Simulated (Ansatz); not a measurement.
**Phonon spectrum of WS$_{3}$**

Level of theory: DFT PBEsol, scalar-relativistic, plane waves, PAW (Ansatz). Cutoff 420 eV, 10×10×10 k-points (Γ-centred), Fermi-Dirac smearing of 0.15 eV. No spin polarisation. Phonons by linear response, acoustic sum rule imposed.

The cell, relaxed at this level:
```
CELL_PARAMETERS angstrom
4.64017 0.00000 0.00000
0.00000 4.64017 0.00000
0.00000 0.00000 4.64017
ATOMIC_POSITIONS crystal
W 0.00000 0.00000 0.00000
S 0.00000 0.00000 0.50000
S 0.00000 0.50000 0.00000
S 0.50000 0.00000 0.00000
```

The cell was built by swapping an element in a database structure (itself possibly hypothetical) and relaxing; it need not be the stable form of this composition. In a metal, frequencies and elastic constants depend on the k mesh and the smearing, soft modes and shear constants most. Some empty bands missed the eigensolver's threshold. Spin–orbit coupling is left out, which matters for heavy elements. A semilocal functional can close a gap that the real compound has.

Force constants from linear response on a 2×2×2 q mesh.

Question: Is the structure dynamically stable on this mesh?

Answer: No: at q = (0.000, -0.500, -0.500) a mode is imaginary, 62i cm⁻¹.

Question: Give the frequencies (cm⁻¹; i marks imaginary ones) at the irreducible q points, in fractions of the reciprocal vectors.

Answer:
```
                   q star frequencies
   0.000 0.000 0.000     1           0 0 0 91 91 91 117 117 117 387 387 387
  0.000 0.000 -0.500     3  12i 12i 104 104 125 141 157 157 158 377 377 449
 0.000 -0.500 -0.500     3  62i 36i 138 138 151 151 158 158 227 289 367 496
-0.500 -0.500 -0.500     1  58i 58i 58i 150 150 150 222 222 226 226 226 538
```

Cost: 1 run of about 15 core-minutes, on Intel Xeon Platinum 8259CL (Skylake/Cascade Lake) (shared hosts).